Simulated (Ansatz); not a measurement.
An Ansatz (a first-principles code) run. Input:

Ansatz 0.2 input:
```yaml
crystal:
  lattice:
    - [0.0, 2.8285624024, 2.8285624024]
    - [2.8285624024, 0.0, 2.8285624024]
    - [2.8285624024, 2.8285624024, 0.0]
  atoms:
    - { symbol: Te, position: [0.75, 0.75, 0.75] }
    - { symbol: Be, position: [0.0, 0.0, 0.0] }
kpoints:
  mp_grid: { grid: [6, 6, 6] }
hamiltonian:
  xc: hse06
  pseudopotentials: { kind: paw }
scf:
  n_extra_bands: 6
  occupations: { method: fixed }
output:
  eigenvalues: true
  eigenstates:
    e_range: [-9.0, 11.6]
    kpoints:
      - [0.0, 0.0, 0.0]  # VBM
      - [0.0, 0.5, 0.5]  # CBM
      - [0.0, 0.0, 0.0]  # GAMMA
      - [0.5, 0.0, 0.5]  # X
      - [0.5, 0.5, 0.5]  # L
      - [0.5, 0.25, 0.75]  # W
      - [0.375, 0.375, 0.75]  # K
      - [0.625, 0.25, 0.625]  # U
```

Output (shortened):

```
Pseudopotential: Te, paw, valence charge 16
Pseudopotential: Be, paw, valence charge 2
Functional definition: HSE06
davidson cushion auto → on  (no smearing: the cushion is to keep the highest requested band from converging to the state above it …
Crystal: 2 atoms, lattice volume = 45.261 Å³
Basis set: ecut = 420 eV, 893 PW (Γ)
Bands: 15, of which v1, the nominal top of the filled ones, is band 9 counted from 1 (8 counted from 0)
Symmetry: 24 space group operations
Space group: F-43m (ITA 216), of the structure as read, at distance tolerance 3.6e-5 Å
k-points: 16 of 216 (time reversal used)
SCF iter   1: F=—  HF=-7073.439043 eV  |F-HF|=—  |Δ(HF+E_count)|=         —  Δρ=4.24e-4  dr2=5.45e-5  ethr=1.77e-3  ⟨swp⟩=2.0  Hψ=1805  notcnv=0
preconditioner: auto → none
SCF iter   2: F=-7073.439179 eV  HF=-7073.439142 eV  |F-HF|=3.70e-5  |Δ(HF+E_count)|=   9.95e-5  Δρ=2.05e-4  dr2=6.90e-6  ethr=3.03e-7  ⟨swp⟩=5.2  Hψ=834  notcnv=0
SCF 1 stopped early in 2 iterations: F = -7073.439179 eV  dr2 = 6.90e-6
Crystal: 2 atoms, lattice volume = 45.261 Å³
Exchange kernel: α = 0.2500, screened, ω = 0.2079 Å⁻¹, Wigner–Seitz truncation, v(0) = 1046.6341 eV·Å³, q-mesh 6×6×6, nearest image of the exchange supercell L …
Frozen-core exchange: fock
SCF iter   1: F=—  HF=-7078.179413 eV  |F-HF|=—  |Δ(HF+E_count)|=         —  Δρ=3.22e-3  dr2=5.28e-3  ethr=3.83e-7  ⟨swp⟩=7.8  Hψ=1347  notcnv=0
preconditioner: auto → none
SCF iter   2: F=—  HF=-7078.177580 eV  |F-HF|=—  |Δ(HF+E_count)|=   1.83e-3  Δρ=1.33e-3  dr2=5.39e-4  ethr=3.83e-7  ⟨swp⟩=4.1  Hψ=951  notcnv=0
SCF iter   3: F=—  HF=-7078.179563 eV  |F-HF|=—  |Δ(HF+E_count)|=   1.98e-3  Δρ=7.71e-4  dr2=1.42e-4  ethr=3.83e-7  ⟨swp⟩=4.0  Hψ=916  notcnv=0
SCF iter   4: F=—  HF=-7078.179532 eV  |F-HF|=—  |Δ(HF+E_count)|=   3.05e-5  Δρ=2.50e-4  dr2=1.67e-5  ethr=3.83e-7  ⟨swp⟩=3.0  Hψ=630  notcnv=0
iter 5 solved again at ethr=2.90e-10 eV; its pass at ethr=6.95e-8 eV (dr2=5.21e-8 eV) is discarded
SCF iter   5: F=-7078.179532 eV  HF=-7078.179532 eV  |F-HF|=2.92e-9  |Δ(HF+E_count)|=   7.02e-7  Δρ=1.63e-5  dr2=1.91e-6  ethr=2.90e-10  ⟨swp⟩=4.1  Hψ=1464  notcnv=0
SCF 2 stopped early in 5 iterations: F = -7078.179532 eV  dr2 = 1.91e-6
hybrid outer 1: dexx = +2.332e-3 eV, tail = 4.82e-5 eV
Crystal: 2 atoms, lattice volume = 45.261 Å³
Exchange kernel: α = 0.2500, screened, ω = 0.2079 Å⁻¹, Wigner–Seitz truncation, v(0) = 1046.6341 eV·Å³, q-mesh 6×6×6, nearest image of the exchange supercell L …
Frozen-core exchange: fock
SCF iter   1: F=—  HF=-7078.179675 eV  |F-HF|=—  |Δ(HF+E_count)|=         —  Δρ=4.79e-5  dr2=1.84e-6  ethr=1.34e-6  ⟨swp⟩=2.1  Hψ=546  notcnv=0
preconditioner: auto → none
iter 2 solved again at ethr=3.65e-10 eV; its pass at ethr=8.56e-9 eV (dr2=6.56e-8 eV) is discarded
SCF iter   2: F=—  HF=-7078.179675 eV  |F-HF|=—  |Δ(HF+E_count)|=   2.71e-7  Δρ=1.68e-5  dr2=1.24e-7  ethr=3.65e-10  ⟨swp⟩=2.7  Hψ=1330  notcnv=0
SCF iter   3: F=-7078.179675 eV  HF=-7078.179675 eV  |F-HF|=1.55e-8  |Δ(HF+E_count)|=   4.23e-7  Δρ=7.11e-6  dr2=2.51e-8  ethr=3.64e-10  ⟨swp⟩=4.1  Hψ=719  notcnv=0  defer=1
SCF 3 converged in 3 iterations: F = -7078.179675 eV  dr2 = 2.51e-8
hybrid outer 2: dexx = +5.403e-7 eV, tail = 6.10e-8 eV, Δε = 2.86e-3 eV (about 2.18e-4 eV left of the loop's levels)
NSCF: frozen V_eff on 8 k-points
hybrid SCF converged: 2 outer / 8 inner (+2 warm-up), last move |dexx| = 5.40e-7 eV, tail = 6.10e-8 eV
Stability not checked (fock_operator)
Free energy (F): -7078.179675 eV
Frozen-core exchange: fock
Harris-Foulkes:  -7078.179675 eV  (|F-HF|=1.55e-8)
Internal energy: -7078.179675 eV  (E = F + TS)
E sigma→0 (E₀):  -7078.179675 eV
Fermi energy:    6.779619 eV
--- Per-component energies (eV) ---
  E_band       = -305.419774
  E_kinetic    = 199.197031
  E_local      = -1379.155048  (includes V_loc(G=0)·N_el)
  E_nonlocal   = -306.725511
  E_hartree    = 862.068947
  E_xc         = -115.963082
  E_vxc        = -100.279779  (∫ρ·V_xc dr)
  E_exx        = -47.926097  (= α·E_x^exact, valence–valence)
  E_paw        = -4707.026495  (= ΣΔE_a)
  E_vpaw       = -346.737033  (= ΣTr[D̂ρ^β])
  E_aug_tail   = -0.000184  (compensation charges beyond the density's cutoff)
  E_ewald      = -1582.459960
  E_core_change = -0.189276  (= ΣΔE_core)
  E_smearing   =  0.000000  (= −TS)
  E_closure    =  0.000000  (closes the sum)
  Σ components = -7078.179675   (vs F -7078.179675, Δ=0.00e0)
  [band-id]    e_kinetic+e_local+e_nonlocal+2·e_hartree+e_vxc+2·e_exx+e_vpaw+e_augmentation_tail = -305.414823   (vs E_band -305.419774, Δ=4.95e-3)
--- Band table (eV; the first three rows and the last of 16) ---
  k-point 0: bands = ["-31.7457", "-31.7457", "-31.7457", "-31.7300", "-31.7300", "-6.6137", "6.7796", "6.7796", "6.7796", "11.2621", "11.2621", "11.2621", "11.4608", "16.0802", "18.2313"]
  k-point 1: bands = ["-31.7452", "-31.7449", "-31.7449", "-31.7299", "-31.7299", "-6.3281", "4.6841", "6.3906", "6.3906", "11.0855", "11.8292", "11.8292", "13.4966", "16.7348", "16.9331"]
  k-point 2: bands = ["-31.7440", "-31.7434", "-31.7434", "-31.7294", "-31.7294", "-5.6111", "1.9808", "5.8134", "5.8134", "10.7681", "12.3053", "12.3053", "15.5907", "17.1486", "17.5015"]
  k-point 15: bands = ["-31.7451", "-31.7408", "-31.7388", "-31.7310", "-31.7279", "-4.5436", "1.5663", "3.1720", "3.5173", "11.2942", "11.8871", "15.1797", "15.4917", "19.0562", "19.7318"]
```

Cost: about 100 core-seconds (a rough figure) on shared cores.

The points marked VBM and CBM come from a semilocal run.

Symmetry was held in the r²SCAN relaxation; of distortions, only those at the zone centre were tested. Spin–orbit coupling is left out wherever it is not named.

Potentials: the later of the program's two PAW sets.

Ansatz is a plane-wave DFT program.
